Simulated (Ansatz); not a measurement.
# Structures of TaSb: which is lowest?

Plane-wave DFT in Ansatz with scalar-relativistic PAW potentials, cutoff 420 eV, Γ-centred meshes chosen by cell and gap, Gaussian smearing with energies taken to zero width. Every cell was relaxed (cell and atoms) in a run of its own, within the symmetry of its start. Functional: PBEsol.

Relaxed structures (starts from databases or built by putting these elements on another compound's sites):
A. P-6m2, 2 atoms in the computed cell, a = 3.542 Å, c = 3.774 Å; sites (symmetry × multiplicity) Ta -6m2 × 1, Sb -6m2 × 1; start: built
B. Fm-3m, 2 atoms in the computed cell, a = 5.582 Å; sites (symmetry × multiplicity) Ta m-3m × 4, Sb m-3m × 4; start: built

Question: Rank them by energy. Could pressure change the order?

Answer:
| structure | group | E − E(lowest) (meV/atom) | V (Å³/atom) | gap on mesh (eV) |
| --- | --- | --- | --- | --- |
| A | P-6m2 | 0.0 | 20.50 | 0.00 |
| B | Fm-3m | 580 | 21.74 | 0.00 |

A is lowest, 580 meV/atom under B. The lowest is also the densest of these, so pressure wouldn't bring one of the others in at first order. Other structures may lie lower than all of these, and vibrations aren't counted.

Spin-orbit coupling is left out, which matters for the bands of heavy elements.